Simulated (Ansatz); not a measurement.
WSi2

Level of theory: DFT, r²SCAN, scalar-relativistic, no spin polarisation; plane waves to 500 eV with PAW datasets (Ansatz 0.2.0), Γ-centred 14×14×14 mesh, 0.05 eV Gaussian smearing. The datasets are Ansatz's generated set soft_2.

```
CELL_PARAMETERS angstrom
-1.60577 1.60577 3.90205
1.60577 -1.60577 3.90205
1.60577 1.60577 -3.90205
ATOMIC_POSITIONS crystal
Si 0.33484 0.33484 0.00000
Si 0.66516 0.66516 0.00000
W 0.00000 0.00000 0.00000
```

The chain of runs began from a cell as deposited in COD, expanded in volume.

The cell has space group I4/mmm (read at 0.01 Å). In it the stress is 0.00, 0.00, 0.01, 0.00, 0.00, 0.00 GPa and the largest force component 0.003 eV/Å. Each change below starts from this cell, without further relaxation. Stress is in GPa, positive in compression, in the order xx, yy, zz, yz, xz, xy; energies are counted from the cell above and are free energies with the smearing's entropy, which match forces and stress in a metal.

Problem. One atom was moved along a Cartesian axis, and these forces appeared. Which atom, and about how far?
```tsv
atom	Fx (eV/Å)	Fy	Fz
Si1	0.000	0.446	-0.041
Si2	0.000	0.446	0.041
W3	0.000	-0.892	0.000
```

Solution. Atom 3 (W) is moved by 0.08 Å along y; the energy changes by 35.6 meV per cell.

Problem. A single strain component, atoms carried along, gave the stress 0.09, 0.12, 0.08, 4.45, 0.00, 0.00. Which component, and about how large?

Solution. An engineering strain of -2 % in yz; the energy changes by 11.2 meV per cell.

Problem. All atoms and the cell are disturbed at random:
```
CELL_PARAMETERS angstrom
-1.59108 1.55384 3.80196
1.66611 -1.61007 3.85598
1.59002 1.60902 -3.82510
ATOMIC_POSITIONS crystal
Si 0.34893 0.37007 0.04425
Si 0.68278 0.58968 0.98363
W 0.96829 0.04025 0.97212
```
Give the energy change, the stress and the forces.

Solution. 1642.8 meV per cell; stress 19.31, 25.08, 32.22, -7.48, 8.22, -14.02 GPa. The gap on the mesh goes from zero (metallic) to 0.09 eV (close to the smearing width).
```tsv
atom	Fx (eV/Å)	Fy	Fz
Si1	-0.657	-0.410	-0.337
Si2	4.283	-4.123	5.034
W3	-3.626	4.533	-4.697
```

For elements this heavy, spin–orbit coupling would shift levels and gaps; it isn't included here.
